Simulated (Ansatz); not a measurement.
Computed with DFT PBE, scalar-relativistic, plane waves, PAW in Ansatz 0.2.0. Cutoff 420 eV, Γ-centred meshes of about 0.25 Å⁻¹ or finer for metals and 0.3 Å⁻¹ for insulators (2π included), Gaussian smearing. No spin polarisation.

Relaxed structures of ScAl₃As₄, with energies over the first row. Coordination counts As atoms around Al and Sc (those within 1.25 times the shortest such distance or 1.15 times the sum of covalent radii, 1.27 where that leaves under three; a plus sign parts nearer from farther groups).

| # | form | sites | V (Å³/atom) | coordination | ΔE (meV/atom) |
| --- | --- | --- | --- | --- | --- |
| 1 | P3m1 | Sc 1a; Al 1a, 1c, 1b; As 1c, 1a, 1c, 1b | 23.3 | Sc 3+3, Al 4 | 0 |
| 2 | P3m1 | Sc 1a; Al 1a, 1b, 1b; As 1a, 1a, 1b, 1b | 24.8 | Sc 4, Al 4 | 33 |
| 3 | Pmn2_1 | Sc 2a; Al 2a, 4b; As 2a, 2a, 4b | 24.8 | Sc 4, Al 4 | 39 |
| 4 | I-42m | Sc 2a; Al 4d, 2b; As 8i | 24.8 | Sc 4, Al 4 | 46 |
| 5 | P2/m | Sc 1e; Al 1b, 1g, 1c; As 2n, 2m | 19.2 | Sc 6, Al 6 | 89 |

A further structure, relaxed alike:

```cif
data_structure
_symmetry_space_group_name_H-M 'P 1'
_symmetry_Int_Tables_number 1
_cell_length_a 5.8374
_cell_length_b 5.8374
_cell_length_c 5.8374
_cell_angle_alpha 90.000
_cell_angle_beta 90.000
_cell_angle_gamma 90.000
_cell_volume 198.91
loop_
_atom_site_label
_atom_site_type_symbol
_atom_site_fract_x
_atom_site_fract_y
_atom_site_fract_z
_atom_site_occupancy
Sc1 Sc 0.00000 0.00000 0.00000 1
Al1 Al 0.50000 0.50000 0.00000 1
Al2 Al 0.50000 0.00000 0.50000 1
Al3 Al 0.00000 0.50000 0.50000 1
As1 As 0.74127 0.74127 0.25873 1
As2 As 0.74127 0.25873 0.74127 1
As3 As 0.25873 0.74127 0.74127 1
As4 As 0.25873 0.25873 0.25873 1
```

Question: Place it among the others.

Answer: It falls between rows 4 and 5, 54 meV/atom above row 1, with space group P-43m (No. 215) and 24.9 Å³/atom. Counting As atoms around Al and Sc, this cell has Sc 4, Al 4 and row 1 has Sc 3+3, Al 4. Sc is surrounded by 4 As at 2.62 Å; Al has 4 As at 2.50 Å; As is surrounded by 3 Al at 2.50 Å and 1 Sc at 2.62 Å.

Trial moments fell under 0.15 μB along the way in P2/m; another start might hold them. With atoms moved at random, row 1, row 2 and row 3 came back. Row 4, row 5 and the further cell had no clear such test and can be saddle points.
